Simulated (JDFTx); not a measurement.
An input for JDFTx (a modified build) (Rh(111), linear PCM (GLSSA13), water, 0.1 M NaCl; bohr, hartree) and the course of its log:

```
lattice \
  5.0856823471 2.5428411736 0.0000000000 \
  0.0000000000 4.4043301034 0.0000000000 \
  0.0000000000 0.0000000000 57.8256194135
coords-type Lattice
ion Rh 0.0000000000 0.0000000000 -0.1077145980 0
ion Rh 0.3333333333 0.3333333333 -0.0359048660 0
ion Rh 0.6666666667 0.6666666667 0.0359048660 0
ion Rh 0.0000000000 0.0000000000 0.1077145980 0
ion-species pseudo/rh_pbe_v1.4.upf
elec-cutoff 20 100
elec-ex-corr gga-PBE
coulomb-interaction Slab 001
coulomb-truncation-embed 0 0 0
kpoint-folding 10 10 1
elec-smearing Fermi 0.01
elec-n-bands 41
target-mu -0.168679
electronic-scf nIterations 100 energyDiffThreshold 1e-07
fluid LinearPCM
pcm-variant GLSSA13
fluid-solvent H2O
fluid-cation Na+ 0.1
fluid-anion Cl- 0.1
fluid-minimize nIterations 400 knormThreshold 1e-11
wavefunction read f0.wfns
elec-initial-eigenvals f0.eigenvals
elec-initial-fillings read f0.fillings
fluid-initial-state f0.fluidState
dump-name f0_u0.$VAR
dump End State Ecomponents EigStats BandEigs Forces ElecDensity IonicPositions Fillings Kpoints Dtot FluidDebug BoundCharge FluidDensity
```

```
[one cycle in 5 is shown, and the last three; fluid-solver lines are left out]
	FillingsUpdate:  mu: -0.168679000  nElectrons: 62.028027
SCF: Cycle:  0   G: -313.341762535309101   dG: +2.793e+00   |Residual|: 1.864e-01   |deigs|: 1.551e-08
	FillingsUpdate:  mu: -0.168679000  nElectrons: 60.263292
SCF: Cycle:  5   G: -316.101457484060120   dG: -2.303e-01   |Residual|: 2.055e-02   |deigs|: 2.386e-03
	FillingsUpdate:  mu: -0.168679000  nElectrons: 60.225327
SCF: Cycle: 10   G: -316.108086979049517   dG: +1.250e-03   |Residual|: 2.427e-02   |deigs|: 9.515e-04
	FillingsUpdate:  mu: -0.168679000  nElectrons: 60.174075
SCF: Cycle: 15   G: -316.118241835735546   dG: -1.963e-03   |Residual|: 2.649e-02   |deigs|: 3.657e-04
	FillingsUpdate:  mu: -0.168679000  nElectrons: 60.208262
SCF: Cycle: 20   G: -316.113420475697581   dG: +2.246e-03   |Residual|: 1.818e-02   |deigs|: 1.251e-04
	FillingsUpdate:  mu: -0.168679000  nElectrons: 60.102215
SCF: Cycle: 25   G: -316.130555372334584   dG: -2.983e-02   |Residual|: 9.199e-03   |deigs|: 8.789e-04
	FillingsUpdate:  mu: -0.168679000  nElectrons: 60.066815
SCF: Cycle: 30   G: -316.133900339847855   dG: -7.732e-04   |Residual|: 3.468e-03   |deigs|: 9.196e-04
	FillingsUpdate:  mu: -0.168679000  nElectrons: 60.030189
SCF: Cycle: 35   G: -316.134800522041303   dG: +5.466e-07   |Residual|: 2.251e-04   |deigs|: 3.179e-04
	FillingsUpdate:  mu: -0.168679000  nElectrons: 60.032309
SCF: Cycle: 40   G: -316.134804589311784   dG: -5.832e-07   |Residual|: 9.014e-06   |deigs|: 4.876e-05
	FillingsUpdate:  mu: -0.168679000  nElectrons: 60.033196
SCF: Cycle: 45   G: -316.134804153647735   dG: +4.334e-07   |Residual|: 7.343e-05   |deigs|: 1.442e-05
	FillingsUpdate:  mu: -0.168679000  nElectrons: 60.032404
SCF: Cycle: 50   G: -316.134804583556615   dG: -8.826e-07   |Residual|: 2.679e-05   |deigs|: 7.569e-06
	FillingsUpdate:  mu: -0.168679000  nElectrons: 60.042236
SCF: Cycle: 55   G: -316.134732376292163   dG: +7.221e-05   |Residual|: 9.217e-04   |deigs|: 5.590e-05
	FillingsUpdate:  mu: -0.168679000  nElectrons: 60.032454
SCF: Cycle: 60   G: -316.134804588729480   dG: -6.281e-08   |Residual|: 1.870e-05   |deigs|: 3.104e-06
	FillingsUpdate:  mu: -0.168679000  nElectrons: 60.033236
SCF: Cycle: 65   G: -316.134804028574365   dG: +5.554e-07   |Residual|: 8.377e-05   |deigs|: 5.559e-06
	FillingsUpdate:  mu: -0.168679000  nElectrons: 60.032357
SCF: Cycle: 70   G: -316.134804592689420   dG: -6.833e-07   |Residual|: 8.232e-06   |deigs|: 6.283e-06
	FillingsUpdate:  mu: -0.168679000  nElectrons: 60.033975
SCF: Cycle: 75   G: -316.134802639327518   dG: +1.943e-06   |Residual|: 1.563e-04   |deigs|: 1.000e-05
	FillingsUpdate:  mu: -0.168679000  nElectrons: 60.032469
SCF: Cycle: 80   G: -316.134804592787077   dG: -1.270e-06   |Residual|: 1.232e-05   |deigs|: 7.804e-06
	FillingsUpdate:  mu: -0.168679000  nElectrons: 60.032677
SCF: Cycle: 85   G: -316.134804423830019   dG: +1.234e-07   |Residual|: 6.702e-05   |deigs|: 1.026e-05
	FillingsUpdate:  mu: -0.168679000  nElectrons: 60.032289
SCF: Cycle: 90   G: -316.134804582651100   dG: -1.537e-07   |Residual|: 1.454e-05   |deigs|: 8.357e-06
	FillingsUpdate:  mu: -0.168679000  nElectrons: 60.038827
SCF: Cycle: 95   G: -316.134776529386841   dG: +2.806e-05   |Residual|: 5.914e-04   |deigs|: 3.559e-05
	FillingsUpdate:  mu: -0.168679000  nElectrons: 60.031239
SCF: Cycle: 97   G: -316.134803446876674   dG: +1.131e-06   |Residual|: 1.177e-04   |deigs|: 7.617e-06
	FillingsUpdate:  mu: -0.168679000  nElectrons: 60.032321
SCF: Cycle: 98   G: -316.134804591440684   dG: -1.145e-06   |Residual|: 1.433e-05   |deigs|: 6.910e-06
	FillingsUpdate:  mu: -0.168679000  nElectrons: 60.033337
SCF: Cycle: 99   G: -316.134804101989914   dG: +4.895e-07   |Residual|: 1.067e-04   |deigs|: 6.109e-06
SCF: None of the convergence criteria satisfied after 100 iterations.
IonicMinimize: Iter:   0  G: -316.134804101989914  |grad|_K:  0.000e+00
IonicMinimize: Converged (|grad|_K<1.000000e-04).
```

This run gave no converged result. The electronic loop ended without meeting its threshold, so the last energy, electron count and forces aren't results.
